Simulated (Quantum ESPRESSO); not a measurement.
pw.x input (Quantum ESPRESSO 7.5; PBEsol, PseudoDojo standard norm-conserving files, scalar-relativistic):

```
&CONTROL
  calculation = 'scf'
  pseudo_dir = './pseudo'
  outdir = './out'
  tprnfor = .true.
  tstress = .true.
/
&SYSTEM
  ibrav = 0
  nat = 4
  ntyp = 3
  ecutwfc = 92.0
  ecutrho = 368.0
  occupations = 'smearing'
  smearing = 'fd'
  degauss = 0.002
  nbnd = 28
/
&ELECTRONS
  conv_thr = 4e-10
/
ATOMIC_SPECIES
O 15.9990 O.upf
Cu 63.5460 Cu.upf
Rh 102.9055 Rh.upf
CELL_PARAMETERS angstrom
  1.535520484982   0.886533165351   5.637495201000
 -1.535520484982   0.886533165351   5.637495201000
  0.000000000000  -1.773066330701   5.637495201000
ATOMIC_POSITIONS crystal
O   0.892358334900   0.892358334900   0.892358334900
O   0.107641665100   0.107641665100   0.107641665100
Cu   0.000000000000   0.000000000000   0.000000000000
Rh   0.500000000000   0.500000000000   0.500000000000
K_POINTS automatic
10 10 10 0 0 0
```

End of the output:

```
     total energy              =    -679.15056090 Ry
     estimated scf accuracy    <       0.00000004 Ry
     total energy              =    -679.15056091 Ry
     estimated scf accuracy    <          4.4E-10 Ry
     total energy              =    -679.15056091 Ry
     estimated scf accuracy    <          4.7E-10 Ry
[...]
     the Fermi energy is    13.3219 ev
!    total energy              =    -679.15056091 Ry
     estimated scf accuracy    <          3.8E-12 Ry
     smearing contrib. (-TS)   =      -0.00000000 Ry
     internal energy E=F+TS    =    -679.15056091 Ry
     The total energy is F=E-TS. E is the sum of the following terms:
     one-electron contribution =    -353.16950420 Ry
     hartree contribution      =     202.39914299 Ry
     xc contribution           =    -100.19656701 Ry
     ewald contribution        =    -428.18363270 Ry
     convergence has been achieved in  13 iterations
     Forces acting on atoms (cartesian axes, Ry/au):
     atom    1 type  1   force =    -0.00000000    0.00000000    0.00005235
     atom    2 type  1   force =    -0.00000000   -0.00000000   -0.00005235
     atom    3 type  2   force =    -0.00000000    0.00000000    0.00000000
     atom    4 type  3   force =    -0.00000000    0.00000000   -0.00000000
     Total force =     0.000074     Total SCF correction =     0.000002
     Computing stress (Cartesian axis) and pressure
          total   stress  (Ry/bohr**3)                   (kbar)     P=       -0.13
  -0.00000062   0.00000000   0.00000000           -0.09        0.00        0.00
   0.00000000  -0.00000062   0.00000000            0.00       -0.09        0.00
   0.00000000   0.00000000  -0.00000137            0.00        0.00       -0.20
```
In a gapped system the printed Fermi energy is only some level inside the gap.

Spin-orbit coupling is not included.

Geometry relaxed with PBEsol.
